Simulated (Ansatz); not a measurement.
Level of theory: DFT PBE, scalar-relativistic, plane waves, PAW (Ansatz 0.2.0). Cutoff 420 eV, Γ-centred meshes of about 0.25 Å⁻¹ or finer for metals and 0.3 Å⁻¹ for insulators (2π included), Gaussian smearing. No spin polarisation.

All energies are static (0 K, no zero-point motion).

Compare these two cells of Nb2PdSe5, each relaxed at this level.

A. Space group Immm (No. 71), orthorhombic, a = 4.732 Å, b = 7.376 Å, c = 11.428 Å. Around Nb lie 4 Se at 2.52–2.56 Å, 2 Pd at 2.79 Å and 1 Nb at 2.97 Å; Pd has 2 Se at 2.47 Å, 4 Nb at 2.79 Å and 4 Se at 3.12 Å; Se on a site of symmetry m2m has 2 Nb at 2.52 Å, 2 Se at 2.89 Å and 2 Pd at 3.12 Å; Se on a site of symmetry mm2 is surrounded by 1 Pd at 2.47 Å and 2 Nb at 2.56 Å; Se on a site of symmetry mmm is surrounded by 4 Se at 2.89 Å.

B. Space group I4/mmm (No. 139), tetragonal, a = 4.667 Å, c = 13.437 Å. Around Nb lie 8 Se at 2.73–2.79 Å, 1 Pd at 3.30 Å, 4 Nb at 3.30 Å and 1 Se at 3.42 Å; Pd has 8 Se at 3.00 Å, 4 Se at 3.30 Å and 2 Nb at 3.30 Å; Se on a site of symmetry 4/mmm has 8 Se at 3.00 Å, 4 Pd at 3.30 Å and 2 Nb at 3.42 Å; Se on a site of symmetry 2mm is surrounded by 4 Nb at 2.73–2.79 Å, 3 Se at 2.93–3.00 Å, 2 Pd at 3.00 Å and 4 Se at 3.30 Å.

Question: Which would you expect to be lower, and how large is the difference?

Answer: B is lower, by 55 meV/atom. A has space group Immm (No. 71), 24.9 Å³/atom and no gap on its mesh; B has space group I4/mmm (No. 139), 18.3 Å³/atom and no gap. Counting Se atoms around Nb and Pd (those within 1.25 times the shortest such distance or 1.15 times the sum of covalent radii; a plus sign parts nearer from farther groups), A has Nb 4, Pd 2 and B has Nb 8, Pd 8+4. Both come from trial cells of a structure search, whose lowest cell (P1, 35.7 Å³/atom) lies 117 meV/atom below the lower of the two.

No dispersion correction is applied, so the spacing and binding between layers, chains or molecules are poorly described (Immm), and this can change margins and order among such cells. Trial moments fell under 0.15 μB along the way in Immm and I4/mmm; another start might hold them. Cells relaxed within their symmetry can be saddle points. Some candidate types were left out of the draw beforehand, so a known form may be missing.
